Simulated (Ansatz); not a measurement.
GaN:
```yaml
crystal:
  lattice:
    - [3.11189, 0.00000, 0.00000]
    - [-1.55594, 2.69497, 0.00000]
    - [0.00000, 0.00000, 7.35096]
  atoms:
    - { symbol: Ga, position: [0.50000, 0.50000, 0.16667] }
    - { symbol: Ga, position: [0.50000, 0.00000, 0.50000] }
    - { symbol: Ga, position: [0.00000, 0.50000, 0.83333] }
    - { symbol: N, position: [0.50000, 0.50000, 0.66667] }
    - { symbol: N, position: [0.50000, 0.00000, 0.00000] }
    - { symbol: N, position: [0.00000, 0.50000, 0.33333] }
```

Relaxed with r²SCAN+D4.

**Question.** Give the Bader charges and basin volumes of the independent atoms, r²SCAN+D4 in the plane-wave PAW code Ansatz.

**Answer.** 

```json
[
 {"atom": "Ga1", "Bader charge (e)": "+1.64", "Bader volume (Å³)": "8.6"},
 {"atom": "N4", "Bader charge (e)": "-1.64", "Bader volume (Å³)": "12.0"}
]
```

Space group P6_422. The start of the workflow was typed in or built on a structure type; neither database checked (COD, Materials Project) lists it. It is not the phase usual at ambient conditions (space group No. 186, 216). Symmetry was held in the r²SCAN+D4 relaxation; its stability against distortions is not shown here. The volume moved by -23 % from the start of the relaxation.

Potentials: the later of the program's two PAW sets.
